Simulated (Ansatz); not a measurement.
ZrC (rock salt)

```
CELL_PARAMETERS angstrom
      0.00000     2.35437     2.35437
      2.35437     0.00000     2.35437
      2.35437     2.35437     0.00000
ATOMIC_POSITIONS crystal
  C  0.00000 0.00000 0.00000
  Zr 0.50000 0.50000 0.50000
```

Two coordinates are scanned: the volume, and the ratio of the stretch along z (the conventional c axis) to the stretch across it. Atoms keep their fractional coordinates.

The numbers are results of PBE (plane waves to 420 eV, PAW, scalar-relativistic; Ansatz, a program for electronic structure), not measurements. k mesh 17×17×17 (Γ-centred), Fermi-Dirac smearing 0.05 eV. Compression counts positive. With partly filled bands, the response to shear is sensitive to the k mesh, so small differences along c/a are uncertain. ZrC is run without spin polarisation. ZrC was relaxed with its symmetry unable to fall.

At one point of the scan the stress tensor (GPa) is:

```
   15.6      0.0      0.0
    0.0     15.6      0.0
    0.0      0.0     37.1
```

**Question.** Which point is it?
A. V/V₀ = 0.920, (c/a)/(c/a)₀ = 1.080
B. V/V₀ = 0.920, (c/a)/(c/a)₀ = 0.960
C. V/V₀ = 1.040, (c/a)/(c/a)₀ = 0.920
D. V/V₀ = 0.960, (c/a)/(c/a)₀ = 0.960

**Answer.** B, V/V₀ = 0.920, (c/a)/(c/a)₀ = 0.960

(Under strain, the slope of the energy per volume gives the stress and its curvature an elastic modulus.)
